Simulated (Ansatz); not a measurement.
MgS:
```yaml
crystal:
  lattice:
    - [6.82364, 0.00000, 0.00000]
    - [0.00000, 6.82364, 0.00000]
    - [0.00000, 0.00000, 4.06657]
  atoms:
    - { symbol: Mg, position: [0.32690, 0.67310, 0.00000] }
    - { symbol: Mg, position: [0.67310, 0.32690, 0.00000] }
    - { symbol: Mg, position: [0.82690, 0.82690, 0.50000] }
    - { symbol: Mg, position: [0.17310, 0.17310, 0.50000] }
    - { symbol: S, position: [0.31135, 0.31135, 0.00000] }
    - { symbol: S, position: [0.68865, 0.68865, 0.00000] }
    - { symbol: S, position: [0.18865, 0.81135, 0.50000] }
    - { symbol: S, position: [0.81135, 0.18865, 0.50000] }
```

Relaxed with r²SCAN. Special points in fractions of this cell's reciprocal vectors: Γ (0.000, 0.000, 0.000); X (0.000, 0.500, 0.000); M (0.500, 0.500, 0.000); Z (0.000, 0.000, 0.500); R (0.000, 0.500, 0.500); A (0.500, 0.500, 0.500).

List the band energies nearest the valence-band maximum at these points for r²SCAN in the plane-wave PAW code Ansatz.

In eV from the valence-band maximum; about four levels below and three above (degenerate sets whole), none deeper than 8.9 eV; points with the same levels are listed once.

```
k                    below                above
-  -----------------------  -------------------
Γ   -0.31 -0.08 -0.08 0.00  4.07 5.26 5.75 5.75
X  -0.44 -0.44 -0.36 -0.36  5.51 5.51 5.66 5.66
M  -0.65 -0.65 -0.59 -0.59  5.52 5.52 6.11 6.11
Z  -0.94 -0.94 -0.88 -0.88  5.61 5.61 7.13 7.13
R  -0.78 -0.78 -0.46 -0.46  5.61 5.61 6.11 6.11
A  -0.70 -0.70 -0.53 -0.53  5.09 5.09 5.35 5.35
```

Space group P4_2/mnm. The start of the workflow was typed in or built on a structure type; neither database checked (COD, Materials Project) lists it. COD files the formula under space group No. 225. Its standing as an ambient phase is unchecked. Symmetry was held in the r²SCAN relaxation; whether a distortion lowers the energy is not shown.

Potentials: the earlier of the program's two PAW sets. The files were generated under PBE; for other functionals the program regenerates the frozen cores, and for LDA and PBEsol the local potential too.
